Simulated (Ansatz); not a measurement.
# Relaxing rhenium (dhcp)

The calculation used DFT, PBE, plane waves (420 eV) with PAW, scalar-relativistic (Ansatz 0.2.0).

k-point mesh 13×13×4, Fermi-Dirac smearing 0.1 eV, no spin polarisation. Cell and atoms relax.

Starting structure:

```yaml
crystal:
  lattice:
    - [2.7505166939, 0.0, 0.0]
    - [-1.3752583469, 2.3820173304, 0.0]
    - [0.0, 0.0, 8.9831875222]
  atoms:
    - { symbol: Re, position: [0.0, 0.0, 0.0] }
    - { symbol: Re, position: [0.0, 0.0, 0.5] }
    - { symbol: Re, position: [0.3333333333, 0.6666666667, 0.25] }
    - { symbol: Re, position: [0.6666666667, 0.3333333333, 0.75] }
hamiltonian:
  xc: pbe
  pseudopotentials:
    kind: paw
    azcp:
      Re: "pseudopotentials/Re.paw.azcp"
basis:
  ecutwfc: 420
  fft_grid_basis: typed
kpoints:
  mp_grid: { grid: [13, 13, 4], shift: [0, 0, 0] }
magnetization:
  spin_polarized: false
scf:
  occupations: { method: fermi_dirac, width: 0.1 }
relax:
  max_steps: 60
  f_tol: 0.01
  cell: {}
```

Q: The pressure at the start is 6.0 GPa. By how much does the volume change?

A: From 14.71 to 14.95 Å³ per atom, 1.6 %. The final cell has a = 2.777 Å, c = 8.952 Å (c/a = 3.224).

Q: How much energy does the relaxation gain?

A: 6.9 meV per atom.

Path of the relaxation (the plane waves are chosen anew near the end, which can shift the energy a little):

| step | E − E(final) (meV/atom) | V (Å³/atom) | P (GPa) | max force (eV/Å) |
| --- | --- | --- | --- | --- |
| 0 | 6.93 | 14.714 | 6.01 | 0.000 |
| 1 | 0.38 | 14.975 | -0.64 | 0.000 |
| 2 | 0.25 | 14.949 | -0.01 | 0.000 |
| 3 | 0.00 | 14.949 | -0.01 | 0.000 |
